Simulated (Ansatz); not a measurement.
Method: Ansatz 0.2.0, DFT PBE, scalar-relativistic, plane waves, PAW. Settings: cutoff 420 eV, Γ-centred meshes spaced at most about 0.3 Å⁻¹, and about 0.25 Å⁻¹ or finer for metals (2π included), Gaussian smearing. No spin polarisation in the final relaxations.

All energies are static (0 K, no zero-point motion).

Compare these two cells of InSbO, each relaxed at this level.

A. Space group P6/mmm (No. 191), hexagonal, a = 4.818 Å, c = 6.349 Å. In has 3 O at 2.78 Å, 3 In at 2.78 Å and 2 Sb at 3.17 Å; Sb has 3 O at 2.78 Å, 3 Sb at 2.78 Å and 2 In at 3.17 Å; O on its first site is surrounded by 6 In at 2.78 Å and 2 O at 3.17 Å; O on its second site has 6 Sb at 2.78 Å and 2 O at 3.17 Å.

B. Space group P4/mmm (No. 123), tetragonal, a = 3.514 Å, c = 4.935 Å. Around In lie 4 O at 2.48 Å; around Sb lie 2 O at 2.47 Å; O is surrounded by 2 Sb at 2.47 Å and 4 In at 2.48 Å.

Problem. Which form is favoured at zero pressure, and by what margin per atom?

Solution. B is lower, by 0.57 eV/atom. A has space group P6/mmm (No. 191), 21.3 Å³/atom and no gap on its mesh; B has space group P4/mmm (No. 123), 20.3 Å³/atom and no gap. Counting O atoms around In and Sb (those within 1.25 times the shortest such distance or 1.15 times the sum of covalent radii, 1.27 where that leaves under three; the shortest distance is added where it exceeds 1.18 times the sum of covalent radii), A has In 3 from 2.8 Å, Sb 3 from 2.8 Å and B has In 4 from 2.5 Å, Sb 2 from 2.5 Å. A holds Sb–Sb nets (shortest 2.78 Å); in B the shortest Sb–Sb distance is 3.51 Å. The denser one is the lower, and pressure would at first widen the difference. Both come from invented guesses.

These runs have no spin–orbit coupling, which can matter for Sb. Cells relaxed within their symmetry can be saddle points.
